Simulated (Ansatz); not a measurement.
Ge2Rh:
```
Ge2Rh
1.0
    1.58044    -6.31932     0.00000
    1.58044     6.31932     0.00000
    0.00000     0.00000     4.82120
Ge Rh
4 2
Direct
  0.94459   0.05541   0.75000
  0.05541   0.94459   0.25000
  0.27296   0.72704   0.75000
  0.72704   0.27296   0.25000
  0.61498   0.38502   0.75000
  0.38502   0.61498   0.25000
```

Relaxed with PBE. Special points in fractions of this cell's reciprocal vectors: Γ (0.000, 0.000, 0.000); Y (-0.500, 0.500, 0.000); C0 (-0.266, 0.734, 0.000); Σ0 (0.266, 0.266, 0.000); Z (0.000, 0.000, 0.500); A0 (0.266, 0.266, 0.500); E0 (-0.266, 0.734, 0.500); T (-0.500, 0.500, 0.500); S (0.000, 0.500, 0.000); R (0.000, 0.500, 0.500).

Problem. List the band energies nearest the Fermi level at these points for the program Ansatz at the PBE level (PAW).

Solution. In eV from the Fermi level; about four levels below and three above (degenerate sets whole), none deeper than 8.9 eV; points with the same levels are listed once.

| k | below | above |
|---|---|---|
| Γ | -2.00 -1.51 -1.44 -0.26 | 0.38 0.74 1.85 |
| Y | -0.97 -0.76 -0.75 -0.46 | 1.28 2.91 3.13 |
| C0 | -1.58 -1.55 -1.01 -0.27 | 0.12 0.15 1.03 |
| Z | -1.54 -1.54 -1.53 -1.53 | 3.12 3.12 4.12 4.12 |
| A0 | -0.93 -0.93 -0.28 -0.28 | 0.93 0.93 2.99 2.99 |
| T | -1.75 -1.75 -1.63 -1.63 | 1.01 1.01 3.28 3.28 |
| S | -1.67 -0.46 -0.38 -0.04 | 0.36 0.89 1.03 |
| R | -1.01 -1.01 -0.18 -0.18 | 0.78 0.78 2.44 2.44 |

Space group Cmcm. A made-up cell: these elements were put on the sites of a structure type; neither database checked (COD, Materials Project) lists it. Whether it is the stable phase at ambient conditions was not checked. The PBE relaxation kept the symmetry of its start; whether a distortion lowers the energy is not shown. No spin polarisation was allowed. Spin–orbit coupling is left out wherever it is not named.

Potentials: the later of the program's two PAW sets.
